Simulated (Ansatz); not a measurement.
Mg2Si:
```
CELL_PARAMETERS angstrom
      0.00000     3.18218     3.18218
      3.18218     0.00000     3.18218
      3.18218     3.18218     0.00000
ATOMIC_POSITIONS crystal
  Si 0.00000 0.00000 0.00000
  Mg 0.25000 0.25000 0.25000
  Mg 0.75000 0.75000 0.75000
```

Relaxed with PBE.

Map the valence electron density (e/Å³), cut off at 0.4 on the plane through (0.000, 0.000, 0.000) spanned by u = [1, 0, 0] and v = [-1, 1, 1] in lattice vectors, from PBE in the plane-wave PAW code Ansatz.

x is the fraction of u, y of v (the angle between them is 90°; rows are the nearest grid lines); atoms in the plane: Si at (0.00, 0.00), Mg at (0.50, 0.25), Mg at (0.50, 0.75).
```
| .=%@%*+-::::::-+*%@%=. |
|.:+%@%*+-::::::-+*%@%+:.|
|%%@@@#+=-::::::-=+#@@@%%|
|@@@%#*+=--=++=--=+*#%@@@|
|++++==--*@@@@@@*--==++++|
|==-----=@@@@@@@@=-----==|
|:::::::-@@@@@@@@-:::::::|
|.......:+@@@@@@+:.......|
|      ..:#@@@@#:..      |
|       ...::::...       |
|       ....::....       |
|       ....::....       |
|       ....::....       |
|       ....::....       |
|       ...::::...       |
|      ..:#@@@@#:..      |
|.......:+@@@@@@+:.......|
|:::::::-@@@@@@@@-:::::::|
|==-----=@@@@@@@@=-----==|
|++++==--*@@@@@@*--==++++|
|@@@%#*+=--=++=--=+*#%@@@|
|%%@@@#+=-::::::-=+#@@@%%|
|.:+%@%*+-::::::-+*%@%+:.|
| .=%@%*+-::::::-+*%@%=. |
```
Scale: ten equal steps from 0.016 (start of ' ') to 0.400 (end of '@'), in the order ' .:-=+*#%@'; x runs from 0.000 to 1.00, y from 0.000 (bottom) to 1.00 (top).

The density is the valence pseudo-density with augmentation charge, so density and ELF within about 1 Å of a nucleus are not all-electron values.

Space group Fm-3m (fluorite or antifluorite type). The cell was relaxed with PBE under the symmetry of its start; phonons on a q-mesh show no instability.

Potentials: the later of the program's two PAW sets.
